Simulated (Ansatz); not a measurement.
Name crystals whose computed values (plane-wave PAW LDA (Ansatz code)) fall in these windows: B₀ by P(V) fit (GPa) 32 to 42; HSE06 gap (eV) 0.99 to 1.3.



| crystal | B₀ by P(V) fit (GPa) | HSE06 gap (eV) |
|---|---|---|
| HgSe, P3_221 (Hg on 3a, Se on 3b) | 38.6 | 1.11 |
| Te2W, P6_3/mmc (Te on 4f, W on 2c) | 36.8 | 1.12 |
Others may fit too.

Standing as an ambient phase not checked: HgSe, P3_221 (Hg on 3a, Se on 3b); Te2W, P6_3/mmc (Te on 4f, W on 2c). Weakly bound layers, chains or molecules computed without a dispersion correction, so cells and soft constants are ill determined: HgSe, P3_221 (Hg on 3a, Se on 3b); Te2W, P6_3/mmc (Te on 4f, W on 2c). All cells were relaxed under the symmetry of their starts (and spin orders); stability against distortions was not tested throughout. Rows with no word on spin ran without spin polarisation. Scalar-relativistic: spin–orbit coupling is off unless named, which matters more the heavier the elements.

Potentials: the later of the program's two PAW sets.
